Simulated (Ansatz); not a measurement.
## Does relaxation matter for the field gradients of PtCCl₂O?

Start: an entry of the Crystallography Open Database (COD; perhaps a calculated or model structure), taken as it stands.

Space group P4_2/m (No. 84); a = 11.1830, c = 3.5250 Å.

| site | Wyckoff | site symmetry | x | y | z |
| --- | --- | --- | --- | --- | --- |
| Pt | 4j | m.. | 0.3915 | 0.1090 | 0.0000 |
| C | 4j | m.. | 0.2260 | 0.1030 | 0.0000 |
| Cl9 | 4j | m.. | 0.5957 | 0.1045 | 0.0000 |
| Cl13 | 4j | m.. | 0.3826 | 0.2987 | 0.0000 |
| O | 4j | m.. | 0.1300 | 0.1000 | 0.0000 |

One atom of each set is listed.

Computed with Ansatz: DFT, PBE, plane waves and PAW, scalar-relativistic, 420 eV cutoff, Γ-centred 3×3×9 k-points, Fermi–Dirac smearing 0.05 eV.

The largest force at the start is 10 eV/Å. Relaxing the ions at fixed cell moves them by 0.290 Å at most (atom 17, O) and 0.178 Å rms. End positions:

Pt (0.3861, 0.1099, 0.0000)
C (0.2233, 0.1175, 0.0000)
Cl9 (0.5985, 0.1023, 0.0000)
Cl13 (0.3931, 0.3138, 0.0000)
O (0.1207, 0.1242, 0.0000)

| site | moved (Å) | first shell before | first shell after | V_zz before (10²¹ V/m²) | η before |
| --- | --- | --- | --- | --- | --- |
| Pt | 0.061 | 1 C at 1.85 Å, 3 Cl at 2.12–2.39 Å; also 1 O at 2.93 Å | 1 C at 1.82 Å, 3 Cl at 2.28–2.38 Å; also 1 O at 2.97 Å | 8.85 | 0.47 |
| C | 0.165 | 1 O at 1.07 Å, 1 Pt at 1.85 Å, angle 180° | 1 O at 1.15 Å, 1 Pt at 1.82 Å, angle 179° | -6.32 | 0.08 |
| Cl9 | 0.040 | 2 Pt at 2.28–2.39 Å, angle 95° | 2 Pt at 2.38 Å, angle 96° | -18.77 | 0.46 |
| Cl13 | 0.205 | 1 Pt at 2.12 Å | 1 Pt at 2.28 Å | 31.8 | 0.03 |
| O | 0.290 | 1 C at 1.07 Å | 1 C at 1.15 Å | -4.73 | 0.27 |

Problem. What are V_zz and η after the relaxation?

Solution. 

```tsv
site	V_zz after	η after	change of V_zz
Pt	9.39	0.81	+0.54
C	-5.55	0.08	+0.77
Cl9	-20.0	0.51	-1.24
Cl13	34.7	0.03	+2.90
O	-0.76	0.90	+3.97
```

The largest change of V_zz is on O, from -4.73 to -0.76. The whole tensor moves most on Cl13, by 6.66 along its most changed direction. In per cent, |V_zz| changes by +6 on Pt, -12 on C, +7 to +9 on Cl, -84 on O (all sites that start above 0.5). Where |V_zz| stays above 0.1 and the axes keep their order, η moves most on O, from 0.27 to 0.90. On Pt V_xx and V_yy change places (or their axes turn by over 50°), so the two values of η hide a larger change. Forces this large mark an entry whose positions are poorly determined or wrongly transcribed.

Spin–orbit coupling is left out, which shifts gradients on Pt by a few per cent, and by more where contributions nearly cancel.
Before: The database positions are far from the calculated equilibrium, so these values describe the entry as written and may be far from the real compound's.
After: The database positions were far from equilibrium, so the relaxed structure may not be the compound's real one.
